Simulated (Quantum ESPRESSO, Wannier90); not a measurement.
Ba2ZnN2 (I4/mmm), plane waves to Wannier functions

```
begin unit_cell_cart
ang
    0.0000000000   -4.1967500000    0.0000000000
    4.1967500000    0.0000000000    0.0000000000
   -2.0983750000    2.0983750000    6.4918700000
end unit_cell_cart
begin atoms_frac
Ba  -0.3452800000 -0.3452800000  0.3094400000
Ba   0.3452800000  0.3452800000 -0.3094400000
Zn   0.0000000000  0.0000000000  0.0000000000
N   -0.1407100000 -0.1407100000 -0.2814200000
N    0.1407100000  0.1407100000  0.2814200000
end atoms_frac
```

Materials Project entry mp-9307; symmetrised, unrelaxed at this level. COD (Crystallography Open Database) has an entry of this formula and space group (matched by these alone). Computed values, not measurements, from LDA: Quantum ESPRESSO (norm-conserving PseudoDojo potentials, cutoff 68 Ry, no spin polarisation, no spin-orbit coupling) on a Γ-centred 4×4×4 mesh, then Wannier90. Density: 8×8×8 mesh, Gaussian smearing 0.01 Ry. Spin-orbit coupling is left out although heavy elements are present.

Bands 20-25 form an isolated set from -4.06 to 0.00 eV relative to the valence-band maximum (on the path) and are turned into 6 Wannier functions by minimising the spread from the start: atomic waves N 2p.

Centres (Cartesian, Å; one of the equivalent choices) and spreads:

| n | x | y | z | spread (Å²) | nearest atom |
|---|---|---|---|---|---|
| 1 | 0.000 | 0.000 | -1.643 | 2.739 | N4 |
| 2 | 0.000 | 0.000 | -1.704 | 2.545 | N4 |
| 3 | 0.000 | 0.000 | -1.704 | 2.545 | N4 |
| 4 | 0.000 | 0.000 | 1.643 | 2.739 | N5 |
| 5 | 0.000 | 0.000 | 1.704 | 2.545 | N5 |
| 6 | 0.000 | 0.000 | 1.704 | 2.545 | N5 |

Ω_I = 15.33 Å², Ω_total = 15.66 Å²; the interpolated bands follow pw.x to 11 meV rms on the path. It is the lowest total spread that any start reached here.
